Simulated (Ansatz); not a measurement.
## Data sheet: WS2 (DFT)

WS$_{2}$:
```xyz
3
Lattice="1.5650 0.9036 6.0578 -1.5650 0.9036 6.0578 0.0000 -1.8071 6.0578" Properties=species:S:1:pos:R:3 pbc="T T T"
W      0.0000     0.0000    18.1615
S      0.0000     0.0000    10.5431
S      0.0000     0.0000    13.6633
```

Space group R3m (No. 160); conventional cell a = b = 3.1300 Å, c = 18.1735 Å, α = β = 90.00°, γ = 120.00°.

Method: plane-wave PAW LDA (Ansatz code). The cell and atoms are relaxed at this level. Other levels are named where they apply.

### Cell and energy

```json
{
 "volume_per_atom": "17.13 Å³",
 "density": "8.01 g/cm³",
 "Formation energy from the elements (no fitted shifts)": "-0.95 eV/atom"
}
```

### Electronic structure

```json
{
  "band_gap": "0.86 eV (indirect)",
  "valence_band_maximum": "at T",
  "conduction_band_minimum": "on the Γ–S0 line, 53 % of the way from Γ (k = 0.000, 0.180, -0.180 in fractions of the reciprocal vectors) (6 equivalent valleys)",
  "smallest_direct_gap_on_the_standard_path": "1.96 eV",
  "electron_effective_mass": "0.41, 0.56, 0.56 mₑ (principal values)",
  "hole_effective_mass": "0.59, 0.59, 0.77 mₑ (principal values)"
}
```

### Phonons

```json
{
  "Highest zone-centre frequency (without LO–TO term)": "437 cm^-1",
  "zone_centre_stability": "no imaginary mode at Γ"
}
```

The workflow started from a Materials Project entry (that database holds measured and hypothetical structures alike); the Crystallography Open Database files this formula in space group No. 160, but the cells were not matched. It is not the phase usual at ambient conditions (space group No. 194). The cell was relaxed with LDA under the symmetry of its start. The run is not spin-polarised. A crystal of weakly bound layers computed without a dispersion correction: the cell and the soft elastic constants depend strongly on that. The references are the lowest solids computed at this level, not always the standard phases. Scalar-relativistic: spin–orbit coupling is off unless named, which matters more the heavier the elements.

Potentials: the later of the program's two PAW sets.
